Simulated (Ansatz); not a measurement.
Below is a relaxed structure of Ta2Ru3. The cell was found from a structure generator's guess, not taken from experiment.

All numbers below come from DFT PBE, scalar-relativistic, plane waves, PAW (Ansatz). Cutoff 420 eV, Γ-centred mesh, Gaussian smearing, no spin polarisation.

```cif
data_structure
_symmetry_space_group_name_H-M 'P 1'
_symmetry_Int_Tables_number 1
_cell_length_a 2.7978
_cell_length_b 2.7978
_cell_length_c 23.1069
_cell_angle_alpha 90.000
_cell_angle_beta 90.000
_cell_angle_gamma 120.000
_cell_volume 156.64
loop_
_atom_site_label
_atom_site_type_symbol
_atom_site_fract_x
_atom_site_fract_y
_atom_site_fract_z
_atom_site_occupancy
Ta1 Ta 0.33333 0.66667 0.00000 1
Ta2 Ta 0.66667 0.33333 0.11379 1
Ta3 Ta 0.66667 0.33333 0.50000 1
Ta4 Ta 0.66667 0.33333 0.88621 1
Ru1 Ru 0.33333 0.66667 0.21658 1
Ru2 Ru 0.33333 0.66667 0.39755 1
Ru3 Ru 0.33333 0.66667 0.60245 1
Ru4 Ru 0.33333 0.66667 0.78342 1
Ru5 Ru 0.66667 0.33333 0.30719 1
Ru6 Ru 0.66667 0.33333 0.69281 1
```

Energies over the elements count from the elements' standard structures at the same level, with no fitted energy shifts.

Question: What space group does it have?

Answer: P-6m2 (No. 187), with Ta and Ru ordered on hcp sites. Conventional cell: a = 2.798 Å, c = 23.107 Å. Around Ta on a site of symmetry -6m2 lie 6 Ta at 2.80 Å and 6 Ta at 3.09 Å; Ta on a site of symmetry 3m has 6 Ta at 2.80 Å, 3 Ru at 2.87 Å and 3 Ta at 3.09 Å; Ta on a second site of symmetry -6m2 is surrounded by 6 Ta at 2.80 Å and 6 Ru at 2.87 Å; Ru on its first site has 9 Ru at 2.64–2.80 Å and 3 Ta at 2.87 Å; 2 more sites not described.

Question: How far does it lie from the elements in energy?

Answer: +0.10 eV/atom. The separate elements lie lower, so it is unstable against them.

Question: Is it a metal?

Answer: Yes, bands cross the Fermi level on the 18×18×2 mesh.

The last run used an 18×18×2 mesh (in the run's order of axes) for its 10-atom cell and Gaussian smearing of 0.10 eV. These runs have no spin–orbit coupling, which can matter for Ta. A structure relaxed within its symmetry needn't be a true minimum.
